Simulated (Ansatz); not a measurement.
Several occupations of a hcp lattice at one composition, 2 Ag, 5 Nb, 9 Rh. Sites, in fractions of the cell 2.833 -4.907 0.000; 2.833 4.907 0.000; 0.000 0.000 9.066 Å:

| cell | sites |
| --- | --- |
| all | Nb (0.17 0.83 0.88), Rh (0.33 0.67 0.12), Rh (0.83 0.67 0.62) |
| 1 | Ag (0.67 0.33 0.38), Ag (0.83 0.17 0.62), Nb (0.17 0.33 0.88), Nb (0.33 0.17 0.62), Nb (0.67 0.33 0.88), Nb (0.67 0.83 0.38), Rh (0.17 0.33 0.38), Rh (0.17 0.83 0.38), Rh (0.33 0.17 0.12), Rh (0.33 0.67 0.62), Rh (0.67 0.83 0.88), Rh (0.83 0.17 0.12), Rh (0.83 0.67 0.12) |
| 2 | Ag (0.17 0.33 0.38), Ag (0.83 0.67 0.12), Nb (0.33 0.17 0.12), Nb (0.67 0.33 0.38), Nb (0.83 0.17 0.12), Nb (0.83 0.17 0.62), Rh (0.17 0.33 0.88), Rh (0.17 0.83 0.38), Rh (0.33 0.17 0.62), Rh (0.33 0.67 0.62), Rh (0.67 0.33 0.88), Rh (0.67 0.83 0.38), Rh (0.67 0.83 0.88) |
| 3 | Ag (0.17 0.33 0.38), Ag (0.17 0.83 0.38), Nb (0.17 0.33 0.88), Nb (0.33 0.67 0.62), Nb (0.67 0.83 0.38), Nb (0.67 0.83 0.88), Rh (0.33 0.17 0.12), Rh (0.33 0.17 0.62), Rh (0.67 0.33 0.38), Rh (0.67 0.33 0.88), Rh (0.83 0.17 0.12), Rh (0.83 0.17 0.62), Rh (0.83 0.67 0.12) |

Each was relaxed without symmetry on coarser meshes and computed once more. The calculation used DFT r2SCAN, scalar-relativistic, plane waves, PAW in Ansatz 0.2.0.

Settings: cutoff 500 eV, Γ-centred mesh 7×7×4 on the computed 16-atom cell, Gaussian smearing of 0.10 eV; no spin polarisation.

Warren–Cowley parameters of the first shell of the sublattice with most elements (negative: unlike neighbours preferred):
```
cell Nb-Rh Ag-Rh Ag-Nb
   1  -0.01  -0.04  -0.07
   2  -0.10   0.04  -0.47
   3  -0.01  -0.04   0.20
```

Which occupation is lowest in energy, and by how much?

Cell 2.
```csv
cell,E − E(lowest) (meV/atom),V (Å³/atom)
2,0.0,15.37
1,85.8,15.36
3,112.1,15.43
```

The final mesh leaves forces up to 0.25 eV/Å and stresses up to 1.2 GPa: the relaxation ran on a coarser mesh, so the cell's shape, its bonds and its energy belong partly to that mesh.

Cost: 6 runs of about 2.7 core-hours in all (earlier runs that led there not counted), on Arm Neoverse V1 (shared hosts).